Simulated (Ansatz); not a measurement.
A geometry of Hf away from equilibrium: step 3 of the relaxation of a generated cell, Hf built in the AFLOW prototype A_oC8_64_f (A17, as in P). Method: PBE (plane waves to 420 eV, PAW, scalar-relativistic; Ansatz, a first-principles code). Γ-centred k-mesh 10×10×7 on the run's cell (coarser than for final values), Fermi–Dirac smearing 0.05 eV.

```xyz
4
Lattice="1.7438 -5.5417 0.0000 1.7438 5.5417 0.0000 0.0000 0.0000 4.7148" Properties=species:S:1:pos:R:3:forces:R:3 pbc="T T T" free_energy=-62882.880 pressure_GPa=2.0
Hf     1.7438     1.3811     2.4373    0.0000    1.8996   -1.7022
Hf     1.7438    -1.3811     2.2774    0.0000   -1.8996    1.7022
Hf     1.7438    -4.1606     4.6348    0.0000    1.8996    1.7022
Hf     1.7438     4.1606     0.0799    0.0000   -1.8996   -1.7022
```

Positions in Å, forces in eV/Å, free energy of the cell in eV (comparable only within this code, potentials and settings). Largest force: 2.55 eV/Å, on Hf1, Hf2, Hf3, Hf4 (atoms numbered as listed); the geometry lies 0.39 eV/atom above the end of its relaxation.

No spin polarisation in the result.

The run could not lose the symmetry of its start, so the end can be a saddle point.

The end of the path is a generated cell of Hf: the first start was made by placing the elements on the sites of a structure type, and the end was not matched to a known phase here, so it may be hypothetical. Known forms of Hf include space group No. 194.
